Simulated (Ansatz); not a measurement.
Given:

YSi2Ir2:
```
YSi2Ir2
1.0
   -2.03187     2.03187     4.96357
    2.03187    -2.03187     4.96357
    2.03187     2.03187    -4.96357
Y Si Ir
1 2 2
Direct
  0.00000   0.00000   0.00000
  0.62237   0.62237   0.00000
  0.37763   0.37763   0.00000
  0.75000   0.25000   0.50000
  0.25000   0.75000   0.50000
```

This is the r²SCAN-relaxed structure.

**Question.** All from r²SCAN (plane waves, PAW; program Ansatz), unless another level is named. Predict the electronic character.

**Answer.** metallic (no gap).

**Question.** And the density of states at the Fermi level?

**Answer.** 0.38 states/eV per atom (mean over ±0.08 eV).

**Question.** Give the formation energy from the elements (no fitted shifts).

**Answer.** -1.18 eV/atom.

Space group I4/mmm. The first step of the workflow began from a Materials Project structure, measured or hypothetical; the Crystallography Open Database files this formula in space group No. 139, but the cells were not matched. Whether it is the stable phase at ambient conditions was not checked. Symmetry was held in the r²SCAN relaxation; its stability against distortions is not shown here. The run is not spin-polarised. The references are the lowest solids computed at this level, not always the standard phases. Scalar-relativistic: spin–orbit coupling is off unless named, which matters more the heavier the elements.

Potentials: the later of the program's two PAW sets.
